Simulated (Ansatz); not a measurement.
## AlNi (CsCl type): scan of one atom of the cell

AlNi (CsCl type)

```
AlNi
1.0
    2.86315     0.00000     0.00000
    0.00000     2.86315     0.00000
    0.00000     0.00000     2.86315
Al Ni
1 1
Direct
  0.00000   0.00000   0.00000
  0.50000   0.50000   0.50000
```

Scan: atom 2 (Ni, nearest neighbour Al at 2.480 Å; its periodic images, 2.9 Å or more away, move with it) is displaced along Cartesian [111], direction (0.577, 0.577, 0.577) in Cartesian axes, by s. The other atoms stay.

Level of theory: r2SCAN (plane waves to 500 eV, PAW, scalar-relativistic; Ansatz, a first-principles code). k mesh 13×13×13 (Γ-centred), Fermi-Dirac smearing 0.05 eV. Energies are smeared free energies. Stress and pressure are positive under compression. With partly filled bands, energies and forces of such displacements shift with the k mesh and the smearing. F∥ is the force on the atom along that direction. AlNi is run without spin polarisation. AlNi was relaxed with its symmetry unable to fall. The zero of ΔE is the undisplaced structure.

| s (Å) | ΔE (eV/cell) | F∥ (eV/Å) | P (GPa) |
|---|---|---|---|
| -0.250 | 0.216 | 1.838 | 4.4 |
| -0.200 | 0.135 | 1.405 | 2.8 |
| -0.150 | 0.075 | 1.017 | 1.5 |
| -0.100 | 0.033 | 0.660 | 0.6 |
| -0.050 | 0.008 | 0.325 | 0.1 |
| 0.000 | 0.000 | 0.000 | -0.1 |
| 0.050 | 0.008 | -0.325 | 0.1 |
| 0.100 | 0.033 | -0.660 | 0.6 |
| 0.150 | 0.075 | -1.017 | 1.5 |
| 0.200 | 0.135 | -1.405 | 2.8 |
| 0.250 | 0.216 | -1.838 | 4.4 |

Key numbers:

The energy at s = 0.250 Å comes out as 216 meV/cell and the force along the line at s = -0.250 Å comes out as 1.84 eV/Å. The force constant k = d²E/ds² at s = 0 (finite differences) comes out as 6.47 eV/Å². The zone-centre optical wavenumber from k is 308 cm⁻¹. Symmetry of the curve: even: the same for both signs. Shape of the curve: a single well with its minimum at or next to zero displacement. Harmonic estimate at the end of the scan: ½ks² = 202 meV/cell against the computed 216 meV/cell, so the well is stiffer than harmonic there.

(For displaced atoms, the force is minus the slope of the energy, and its curvature is a force constant, which sets phonon frequencies.)
